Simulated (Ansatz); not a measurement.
TiC (rock salt, space group No. 225) at seven volumes, the program Ansatz at the PBEsol level (PAW), scaled uniformly. One row is withheld.

| V (Å³/atom) | P (GPa) |
|---|---|
| 8.999 | 30.42 |
| 9.296 | 18.71 |
| 9.592 | ? |
| 9.889 | -0.01 |
| 10.186 | -7.45 |
| 10.482 | -13.86 |
| 10.779 | -19.38 |

**Question.** Fit the shown pressures and predict the withheld one.

**Answer.** Third-order Birch–Murnaghan: P = (3/2)B₀(x^(7/2) − x^(5/2))[1 + (3/4)(B′ − 4)(x − 1)] with x = (V₀/V)^(2/3). Least squares on the six rows gives V₀ = 9.889 Å³/atom, B₀ = 267.2 GPa, B′ = 4.00. At V = 9.592, x = 1.0205 and P = 8.66 GPa. The run itself gave 8.65 GPa.

Space group Fm-3m (rock salt). The PBEsol relaxation kept the symmetry of its start. No spin polarisation was allowed.

Potentials: the earlier of the program's two PAW sets. The files were generated under PBE; for other functionals the program regenerates the frozen cores, and for LDA and PBEsol the local potential too.
